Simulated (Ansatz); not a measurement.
ScGe in space group Cmcm (No. 63; Sc on 4c, Ge on 4c) at seven volumes, LDA (plane waves, PAW; program Ansatz), shape and atoms relaxed at each. One row is withheld.

```csv
V (Å³/atom),P (GPa)
16.364,12.16
16.903,7.45
17.442,?
17.982,0.00
18.521,-2.93
19.061,-5.43
19.600,-7.56
```

Fit the shown pressures and predict the withheld one.

P = (3/2)B₀(x^(7/2) − x^(5/2))[1 + (3/4)(B′ − 4)(x − 1)] with x = (V₀/V)^(2/3). Least squares on the six rows gives V₀ = 17.982 Å³/atom, B₀ = 105 GPa, B′ = 4.27. At V = 17.442, x = 1.0205 and P = 3.42 GPa. The run itself gave 3.43 GPa.

The workflow started from a Materials Project entry (that database holds measured and hypothetical structures alike); the Crystallography Open Database copy checked does not list it. Whether it is the stable phase at ambient conditions was not checked. The cell was relaxed with LDA under the symmetry of its start; of distortions, only those at the zone centre were tested. The run is not spin-polarised.

Potentials: the later of the program's two PAW sets.
